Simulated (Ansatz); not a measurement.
**Question.** AlP (CsCl type, Pm-3m) is relaxed with DFT-PBEsol in the program Ansatz with PAW potentials. What lattice parameters of the conventional cell result?

**Answer.** a = 3.091 Å.

**Question.** Is it a metal or does it have a gap at this level?

**Answer.** No gap at this level.

The start of the workflow was typed in or built on a structure type; neither database checked (COD, Materials Project) lists it. It is not the phase usual at ambient conditions (space group No. 216). The PBEsol relaxation kept the symmetry of its start. At this level the phase is mechanically unstable. The volume moved by 16 % from the start of the relaxation.

Potentials: the later of the program's two PAW sets.
